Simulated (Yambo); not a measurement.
# Convergence of the G0W0 gap of N

G0W0@LDA for N (space group P2_13, No. 198) in Yambo. Reference settings: 2×2×2 Γ-centred k mesh, 269 bands and a 7 Ry block in the screening, 269 bands in G with the Bruneval-Gonze terminator, plasmon pole fitted at 27.2 eV. The LDA gap X → Γ on this mesh is 7.29 eV; G0W0 gaps are taken between the same points.

```json
[
 {"change from the reference": "reference settings", "G0W0 gap X → Γ (eV)": "13.84", "shift of the valence edge (eV)": "-3.08", "rough Yambo cost": "1"},
 {"change from the reference": "93 bands in W, 93 bands in G", "G0W0 gap X → Γ (eV)": "13.94", "shift of the valence edge (eV)": "-2.93", "rough Yambo cost": "about 1/3"},
 {"change from the reference": "168 bands in W, 168 bands in G", "G0W0 gap X → Γ (eV)": "13.86", "shift of the valence edge (eV)": "-3.02", "rough Yambo cost": "within a factor of two"},
 {"change from the reference": "93 bands in G", "G0W0 gap X → Γ (eV)": "13.87", "shift of the valence edge (eV)": "-3.07", "rough Yambo cost": "–"},
 {"change from the reference": "168 bands in G", "G0W0 gap X → Γ (eV)": "13.85", "shift of the valence edge (eV)": "-3.08", "rough Yambo cost": "–"},
 {"change from the reference": "117 bands in W", "G0W0 gap X → Γ (eV)": "13.88", "shift of the valence edge (eV)": "-2.97", "rough Yambo cost": "within a factor of two"},
 {"change from the reference": "2 Ry block", "G0W0 gap X → Γ (eV)": "14.09", "shift of the valence edge (eV)": "-3.12", "rough Yambo cost": "within a factor of two"},
 {"change from the reference": "3 Ry block", "G0W0 gap X → Γ (eV)": "13.93", "shift of the valence edge (eV)": "-3.01", "rough Yambo cost": "within a factor of two"},
 {"change from the reference": "6 Ry block", "G0W0 gap X → Γ (eV)": "13.83", "shift of the valence edge (eV)": "-3.03", "rough Yambo cost": "within a factor of two"},
 {"change from the reference": "pole fitted at 10 eV", "G0W0 gap X → Γ (eV)": "13.67", "shift of the valence edge (eV)": "-2.91", "rough Yambo cost": "–"},
 {"change from the reference": "no random integration", "G0W0 gap X → Γ (eV)": "13.64", "shift of the valence edge (eV)": "-2.78", "rough Yambo cost": "–"},
 {"change from the reference": "93 bands in G, no terminator", "G0W0 gap X → Γ (eV)": "13.91", "shift of the valence edge (eV)": "-2.56", "rough Yambo cost": "–"},
 {"change from the reference": "168 bands in G, no terminator", "G0W0 gap X → Γ (eV)": "13.89", "shift of the valence edge (eV)": "-2.79", "rough Yambo cost": "–"},
 {"change from the reference": "no terminator", "G0W0 gap X → Γ (eV)": "13.86", "shift of the valence edge (eV)": "-2.91", "rough Yambo cost": "–"}
]
```

The reference isn't shown to be the converged limit. Costs are rough (shared machines), scaled to the same edge states, and given only for runs that recompute the screening.

Geometry of the Materials Project entry, not relaxed at this level; primitive cell a = 5.8151 Å, b = 5.8151 Å, c = 5.8151 Å, α = 90.00°, β = 90.00°, γ = 90.00°.

A shift is the quasiparticle energy of the state minus its LDA energy.
